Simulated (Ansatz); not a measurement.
Data:

CoAsS:
```
CELL_PARAMETERS angstrom
      5.56058     0.00000     0.00000
      0.00000     5.56058     0.00000
      0.00000     0.00000     5.56058
ATOMIC_POSITIONS crystal
  Co 0.50665 0.49335 0.99335
  Co 0.99335 0.50665 0.49335
  Co 0.00665 0.00665 0.00665
  Co 0.49335 0.99335 0.50665
  As 0.62026 0.87974 0.12026
  As 0.87974 0.12026 0.62026
  As 0.12026 0.62026 0.87974
  As 0.37974 0.37974 0.37974
  S  0.38246 0.11754 0.88246
  S  0.11754 0.88246 0.38246
  S  0.88246 0.38246 0.11754
  S  0.61754 0.61754 0.61754
```

This is the r²SCAN-relaxed structure. x, y and z are the axes in which the lattice vectors are written.

Q: All from the program Ansatz at the r²SCAN level (PAW), unless another level is named. Give the gap with spin–orbit coupling.

A: 1.10 eV.

Q: Next, the electron effective mass?

A: 2.1, 2.8, 4.3 mₑ (principal values).

Q: Give the smallest direct gap on the standard path.

A: 1.41 eV.

Q: What about the hole effective mass?

A: 0.35, 0.46, 0.85 mₑ (principal values).

Q: What about the valence-band maximum?

A: off the standard path, at k = (0.000, 0.354, 0.372) in fractions of the reciprocal vectors.

Space group P2_13. The workflow started from a Materials Project entry (that database holds measured and hypothetical structures alike); the Crystallography Open Database copy checked does not list it. COD files the formula under space group No. 4, 29. Its standing as an ambient phase is unchecked. Symmetry was held in the r²SCAN relaxation; its stability against distortions is not shown here. No spin polarisation was allowed. Scalar-relativistic: spin–orbit coupling is off unless named, which matters more the heavier the elements.

Potentials: the later of the program's two PAW sets.
